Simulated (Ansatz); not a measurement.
Data:

Y (hcp, Mg type)

```yaml
crystal:
  lattice:
    - [3.65568, 0.00000, 0.00000]
    - [-1.82784, 3.16591, 0.00000]
    - [0.00000, 0.00000, 5.67880]
  atoms:
    - { symbol: Y, position: [0.33333, 0.66667, 0.75000] }
    - { symbol: Y, position: [0.66667, 0.33333, 0.25000] }
```

Equation-of-state scan: isotropic scaling of the cell above, V₀ being its volume. Symmetry pins the atoms to their sites.

Method: PBE (plane waves to 420 eV, PAW, scalar-relativistic; Ansatz, a program for electronic structure). k mesh 15×15×8 (Γ-centred), Fermi-Dirac smearing 0.05 eV. The energy includes the smearing's −TS. Stress and pressure are positive under compression. With the shape held, the modulus is that of even scaling; a crystal free to change shape is softer. The PAW data are Ansatz's earlier set. Y is run without spin polarisation. Y was relaxed with its symmetry unable to fall. ΔE is measured from the relaxed starting cell.

The scan covers V/V₀ from 0.840 to 1.160 in 9 points.

Q: What is ΔE at V/V₀ = 1.160?

A: 87 meV/atom.

Q: What is ΔE at V/V₀ = 0.840?

A: 134 meV/atom.

Q: What pressure does the cell carry at V/V₀ = 0.840?

A: 9.1 GPa.

(A scan under strain: stresses follow from slopes of the energy per volume, elastic moduli from its curvatures.)
